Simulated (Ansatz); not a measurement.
Here is the system:

LiF:
```
CELL_PARAMETERS angstrom
      0.00000     1.95463     1.95463
      1.95463     0.00000     1.95463
      1.95463     1.95463     0.00000
ATOMIC_POSITIONS crystal
  Li 0.00000 0.00000 0.00000
  F  0.50000 0.50000 0.50000
```

This is the LDA-relaxed structure.

Problem. All from plane-wave PAW LDA (Ansatz code), unless another level is named. Estimate the electron effective mass.

Solution. 0.97 mₑ (isotropic).

Problem. And the valence-band maximum?

Solution. on the K–Γ line, 82 % of the way from K.

Problem. What about the weight of the valence-edge state by species (Voronoi cells)?

Solution. F 96 %, Li 4 %.

Space group Fm-3m (rock salt). The cell was relaxed with LDA under the symmetry of its start; phonons on a q-mesh show no instability.

Potentials: the later of the program's two PAW sets.

Edges and masses are those of Kohn–Sham bands, whose gap is no quasiparticle gap.
